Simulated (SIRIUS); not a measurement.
A self-consistent single point of SiC (F-43m, 8 atoms in the cell; from Materials Project mp-8062, changed as shown).

```
CELL_PARAMETERS angstrom
      4.26691     0.00000     0.00000
      0.00000     4.26691     0.00000
      0.00000     0.00000     4.26691
ATOMIC_POSITIONS crystal
  Si 0.25000 0.25000 0.75000
  Si 0.25000 0.75000 0.25000
  Si 0.75000 0.25000 0.25000
  Si 0.75000 0.75000 0.75000
  C  0.00000 0.00000 0.00000
  C  0.00000 0.50000 0.50000
  C  0.50000 0.00000 0.50000
  C  0.50000 0.50000 0.00000
```

All values come from this method and carry its errors: LDA (PW92), GBRV LDA ultrasoft pseudopotentials (plane waves; SIRIUS).

SIRIUS settings:

* **parameters.ngridk**: 6 6 6
* **parameters.xc_functionals**: [XC_LDA_X, XC_LDA_C_PW]
* **parameters.gk_cutoff**: 6.325 1/bohr
* **parameters.pw_cutoff**: 14.143 1/bohr
* **parameters.smearing**: fermi_dirac
* **parameters.smearing_width**: 0.000367493 Ha
* **potentials**: GBRV LDA ultrasoft pseudopotentials
* **parameters.electronic_structure_method**: pseudopotential
* **parameters.num_bands**: 20
* **parameters.num_mag_dims**: 0
* **parameters.num_dft_iter**: 100
* **parameters.energy_tol**: 1e-07 Ha
* **parameters.density_tol**: 1e-06
* **mixer.type**: broyden2
* **mixer.beta**: 0.3
* **mixer.use_hartree**: false

Results:

```
Item                                                     Result
------------------------------------------------  -------------
Number of valence electrons                                  32
Number of bands                                              20
Number of k-points after the program's reduction             20
Number of plane waves (most at a k-point)                  2272
Number of SCF iterations                                     31
FFT grid                                           40 × 40 × 40
Free energy E − TS                                -1153.6168 eV
Gap on the k-point mesh                                 1.27 eV
Pressure                                              10.24 GPa
```

Stress (GPa, positive for compression):
```
10.24   0.00   0.00
 0.00  10.24   0.00
 0.00   0.00  10.24
```

Gaps are taken between levels on the mesh.

For comparison: a first run was changed to give this one (lattice scaled by 0.98), and from it to this one the free energy goes up by 10.6 meV/atom, the pressure goes from -4.30 to 10.24 GPa and the gap on the mesh goes from 1.322 to 1.270 eV.

The structure comes from a collection of computed structures, made at another level of theory; the collection holds predicted forms beside known ones.

Cost on one core: around 30 core-seconds (rough).
